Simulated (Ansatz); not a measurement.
TiTe2:
```
TiTe2
1.0
    6.68630     0.00000     0.00000
    0.00000     6.68630     0.00000
    0.00000     0.00000     3.64444
Ti Te
2 4
Cartesian
  0.00000   0.00000   0.00000
  3.34315   3.34315   1.82222
  1.96354   1.96354   0.00000
  5.30668   1.37961   1.82222
  1.37961   5.30668   1.82222
  4.72276   4.72276   0.00000
```

Relaxed with PBEsol. Special points in fractions of this cell's reciprocal vectors: Γ (0.000, 0.000, 0.000); X (0.000, 0.500, 0.000); M (0.500, 0.500, 0.000); Z (0.000, 0.000, 0.500); R (0.000, 0.500, 0.500); A (0.500, 0.500, 0.500).

Question: List the band energies nearest the Fermi level at these points for PBEsol (plane waves, PAW; program Ansatz).

Answer: In eV from the Fermi level; about four levels below and three above (degenerate sets whole), none deeper than 8.9 eV; points with the same levels are listed once.

```tsv
k	below	above
Γ	-0.74 -0.46 -0.28 -0.26	0.32 0.32 0.57 0.57
X	-0.68 -0.68 -0.36 -0.36	0.31 0.31 1.24 1.24
M	-1.34 -1.34 -0.37 -0.37	0.15 0.15 0.57 0.57
Z	-2.18 -2.18 -1.85 -1.85	0.89 0.89 1.36 1.36
R	-0.88 -0.88 -0.12 -0.12	1.32 1.32 1.61 1.61
A	-1.18 -1.18 -0.85 -0.85	0.68 0.68 0.78 0.78
```

Space group P4_2/mnm. The cell is a constructed one: a structure type filled with these elements; neither database checked (COD, Materials Project) lists it. COD files the formula under space group No. 164. Whether it is the stable phase at ambient conditions was not checked. The cell was relaxed with PBEsol under the symmetry of its start; its stability against distortions is not shown here. No spin polarisation was allowed. Scalar-relativistic: spin–orbit coupling is off unless named, which matters more the heavier the elements.

Potentials: the earlier of the program's two PAW sets. The files were generated under PBE; for other functionals the program regenerates the frozen cores, and for LDA and PBEsol the local potential too.
